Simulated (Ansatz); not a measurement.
Here is the system:

Relaxed WC (WC type, space group P-6m2):

```
CELL_PARAMETERS angstrom
      2.91216     0.00000     0.00000
     -1.45608     2.52201     0.00000
      0.00000     0.00000     2.83623
ATOMIC_POSITIONS crystal
  W  0.00000 0.00000 0.00000
  C  0.66667 0.33333 0.50000
```

Scan: atom 2 (C, nearest neighbour W at 2.200 Å; its periodic images, 2.8 Å or more away, move with it) is displaced along Cartesian x, direction (1.000, 0.000, 0.000) in Cartesian axes, by s. The other atoms stay.

The numbers are results of r2SCAN (plane waves to 500 eV, PAW, scalar-relativistic; Ansatz, a first-principles code), not measurements. k mesh 15×15×13 (Γ-centred), Fermi-Dirac smearing 0.05 eV. E stands for the smeared free energy. With partly filled bands, energies and forces of such displacements shift with the k mesh and the smearing. Spin-orbit coupling is left out, though W is heavy. WC is run without spin polarisation. WC was relaxed with its symmetry unable to fall. The zero of ΔE is the undisplaced structure.

The scan covers s from -0.660 to 0.660 Å in 11 points.

### Question
Is the energy the same for equal positive and negative displacements?

### Answer
Even: the same for both signs. With its periodic images moving along, the atom's site symmetry in this cell is -6m2.

### Question
What is the energy change at s = 0.660 Å?

### Answer
2727 meV/cell.

### Question
What force acts on the atom along the line at s = -0.660 Å?

### Answer
5.91 eV/Å.

### Question
What is the force constant k = d²E/ds² of this move at s = 0?

### Answer
16.0 eV/Å².

(For displaced atoms, the force is minus the slope of the energy, and its curvature is a force constant, which sets phonon frequencies.)
